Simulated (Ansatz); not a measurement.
Bi$_{2}$Te$_{3}$ (Bi2Te3 type, space group R-3m)

```
CELL_PARAMETERS angstrom
      2.19356     1.26645    10.09527
     -2.19356     1.26645    10.09527
      0.00000    -2.53291    10.09527
ATOMIC_POSITIONS crystal
  Bi 0.40015 0.40015 0.40015
  Bi 0.59985 0.59985 0.59985
  Te 0.00000 0.00000 0.00000
  Te 0.20935 0.20935 0.20935
  Te 0.79065 0.79065 0.79065
```

E(V) scan at fixed shape, V₀ the volume above. The atoms relax within the cell's symmetry.

Computed with PBE-D3(BJ) (plane waves to 420 eV, PAW, scalar-relativistic; Ansatz, a first-principles code). k mesh 9×9×9 (Γ-centred), Fermi-Dirac smearing 0.05 eV. E stands for the smeared free energy. Stress and pressure are positive under compression. With the shape held, the modulus is that of even scaling; a crystal free to change shape is softer. Bi2Te3 was relaxed with its symmetry unable to fall. Spin-orbit coupling is left out, though Bi and Te are heavy. ΔE is measured from the relaxed starting cell.

```
V (Å³/atom)  ΔE (meV/atom)
-----------  -------------
28.269               156.6
29.616                79.2
30.962                31.7
32.308            withheld
33.654                 0.0
35.000                 5.7
36.346                20.5
37.693                41.5
39.039                66.6
```

### Question
Fit a third-order Birch-Murnaghan form (E₀, V₀, B₀, B₀′ free) to the given rows and predict ΔE at V = 32.308.

### Answer
Least squares on the 8 given rows: ΔE = E₀ + (9V₀B₀/16)·y²·[2 + (B₀′ − 4)y], y = (V₀/V)^(2/3) − 1, with V₀ = 33.684 Å³/atom, B₀ = 36.76 GPa (160.2 GPa = 1 eV/Å³; the term in eV is multiplied by 1000), B₀′ = 6.75, E₀ = 0.40 meV/atom; root-mean-square residual 0.27 meV/atom. At 32.308 the fit gives 7.6 meV/atom; the calculation gives 7.1 meV/atom, so the interpolation is off by 0.5 (+7.0 %). For the pressure the fit gives 1.8 GPa against the computed 1.8 GPa.

(Under strain, the slope of the energy per volume gives the stress and its curvature an elastic modulus.)
